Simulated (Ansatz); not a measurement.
What DFT gives for SnF

```yaml
crystal:
  lattice:
    - [4.08868, 0.00000, 0.00000]
    - [-2.04434, 3.54090, 0.00000]
    - [0.00000, 0.00000, 4.96302]
  atoms:
    - { symbol: F, position: [0.00000, 0.00000, 0.00000] }
    - { symbol: F, position: [0.00000, 0.00000, 0.50000] }
    - { symbol: Sn, position: [0.33333, 0.66667, 0.25000] }
    - { symbol: Sn, position: [0.66667, 0.33333, 0.75000] }
```

The numbers come from plane-wave PAW DFT (Ansatz): r2SCAN, no spin polarisation, 500 eV, 7×7×5 Γ-centred k points, gaussian occupations (width 0.0216 eV). Nothing was relaxed.

(1) Is it stable against the elements?

(2) How is the charge shared?

(3) Metal or insulator?

(4) Is the cell too large or too small?

Origin: a known structure type with other elements, at an estimated volume, so it need not be a known compound. Caveats: many states at the Fermi level without spin polarisation, so a magnetic state may lie lower.

Answers

(1) -1.10 eV an atom against the elements' usual phases (free molecules for gases, crystals otherwise, with no correction for O₂ or N₂), so it is bound against them; other compounds may still compete. Relaxing would lower it.

(2) Bader charges in e: Sn +0.85, F -0.85. In the mean Sn gives up most and F takes most.

(3) It is a metal, with about 1.7 states/eV a cell as the mean within 0.25 eV of the Fermi level, mostly Sn p (70 %) and F p (14 %).

(4) The pressure is 1.3 GPa (compression positive), so with the atoms held at these fractions the cell would first expand. The principal stresses 0.6, 0.6, 2.6 GPa differ, so its shape would change too.
